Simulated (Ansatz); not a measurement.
Input:

Starting cell, Bi₂Se₃ (Bi2Te3 type, space group R-3m):

```yaml
crystal:
  lattice:
    - [2.07220, 1.19638, 9.48183]
    - [-2.07220, 1.19638, 9.48183]
    - [0.00000, -2.39277, 9.48183]
  atoms:
    - { symbol: Bi, position: [0.40088, 0.40088, 0.40088] }
    - { symbol: Bi, position: [0.59912, 0.59912, 0.59912] }
    - { symbol: Se, position: [0.00000, 0.00000, 0.00000] }
    - { symbol: Se, position: [0.21052, 0.21052, 0.21052] }
    - { symbol: Se, position: [0.78948, 0.78948, 0.78948] }
```

Scan: atom 3 (Se, nearest neighbour Bi at 3.069 Å; its periodic images, 4.1 Å or more away, move with it) is displaced along Cartesian [110], direction (0.707, 0.707, 0.000) in Cartesian axes, by s. The other atoms stay.

These are PBE-D3(BJ) (plane waves to 420 eV, PAW, scalar-relativistic; Ansatz, a quantum-chemistry and plane-wave program) values and carry that method's errors. k mesh 8×8×8 (Γ-centred), Fermi-Dirac smearing 0.05 eV. The energy includes the smearing's −TS. Bi2Se3 was relaxed with its symmetry unable to fall. Spin-orbit coupling is left out, though Bi is heavy. The PAW data are Ansatz's earlier set. ΔE is measured from the undisplaced structure.

The scan covers s from -0.610 to 0.610 Å in 11 points.

**Question.** Is the energy the same for equal positive and negative displacements?

**Answer.** Even: the same for both signs. With its periodic images moving along, the atom's site symmetry in this cell is -3m.

**Question.** What is the force constant k = d²E/ds² of this move at s = 0?

**Answer.** 3.11 eV/Å².

(For displaced atoms, the force is minus the slope of the energy, and its curvature is a force constant, which sets phonon frequencies.)
